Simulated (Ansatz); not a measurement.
Trial structure of MgCd3O4, not yet relaxed:

```
Mg Cd O
1.0
     3.53785    0.00000    0.00000
     0.00000    3.53785    0.00000
     0.00000    0.00000   10.00656
Mg Cd O
1 3 4
Direct
  0.50000 0.50000 0.00000
  0.00000 0.00000 0.75000
  0.00000 0.00000 0.25000
  0.50000 0.50000 0.50000
  0.00000 0.00000 0.00000
  0.50000 0.50000 0.25000
  0.00000 0.00000 0.50000
  0.50000 0.50000 0.75000
```

Level of theory: DFT PBE, scalar-relativistic, plane waves, PAW (Ansatz). Settings: cutoff 420 eV, Γ-centred mesh 6×6×2 on the computed 8-atom cell, Gaussian smearing of 0.10 eV; no spin polarisation.

Formation energies are uncorrected and refer to the elements' standard structures at the same level (O₂ as a molecule).

**Question.** Estimate its pressure, forces and energy as it stands.

**Answer.** The pressure is -16.3 GPa (the mean over three directions, positive in compression), the largest force is 0.50 eV/Å, and the energy is −1.17 eV/atom against the elements. The shortest distance is 2.50 Å.

**Question.** How much does it gain on relaxing, and where does it end?

**Answer.** Relaxing gains about 0.20 eV/atom (the start's value is from the coarse mesh, so the gain is rough) in 13 ionic steps and ends at −1.36 eV/atom on the finer mesh. The symmetry stays P4/mmm (No. 123). The volume per atom shrinks by 18.5 %, from 15.7 to 12.8 Å³. The shortest distance goes from 2.50 Å (Cd–O and Mg–O) to 2.17 Å (Mg–O). Conventional cell: a = 3.308 Å, c = 9.330 Å. Mg is surrounded by 2 O at 2.17 Å and 4 O at 2.34 Å; around Cd on a site of symmetry 4mm lie 6 O at 2.27–2.40 Å; around O on a site of symmetry 4/mmm lie 2 Cd at 2.27 Å and 4 Mg at 2.34 Å; 3 more sites not described.

The last run used a 12×12×4 mesh (in the run's order of axes) for its 8-atom cell and Gaussian smearing of 0.10 eV. The relaxation can't lower the symmetry of the start. Symmetry constrained the relaxation, so the result can be a saddle point.
